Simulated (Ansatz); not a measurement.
A geometry of TiAl away from equilibrium: the start of the relaxation of a generated cell, TiAl built in the AFLOW prototype AB_oP4_59_a_b (as in CuTe). Level of theory: PBE (plane waves to 420 eV, PAW, scalar-relativistic; Ansatz, a program for electronic structure). Γ-centred k-mesh 12×9×6 on the run's cell (coarser than for final values), Fermi–Dirac smearing 0.05 eV.

```xyz
4
Lattice="2.7802 0.0000 0.0000 0.0000 3.6098 0.0000 0.0000 0.0000 6.1340" Properties=species:S:1:pos:R:3 pbc="T T T"
Al     0.0000     0.0000     0.3128
Al     1.3901     1.8049     5.8212
Ti     0.0000     1.8049     1.6991
Ti     1.3901     0.0000     4.4349
```

Q: Give the Cartesian forces on all atoms (eV/Å).

A: 
```csv
atom,Fx,Fy,Fz
Al1,0.00,0.00,0.19
Al2,0.00,0.00,-0.19
Ti3,0.00,0.00,8.24
Ti4,0.00,0.00,-8.24
```

Q: What is the pressure?

A: +49.6 GPa, compression positive.

Q: How far above the relaxed end point is this geometry?

A: 2.01 eV/atom; the path ends in P4/mmm (No. 123) (AFLOW prototype AB_tP2_123_a_d (L1_0, as in CuAu)).

No spin polarisation in the result.

The run could not lose the symmetry of its start.

The first start was generated by placing the elements on the sites of a structure type. A measured structure of TiAl has the same space group, P4/mmm (No. 123); the sites were not compared with it.
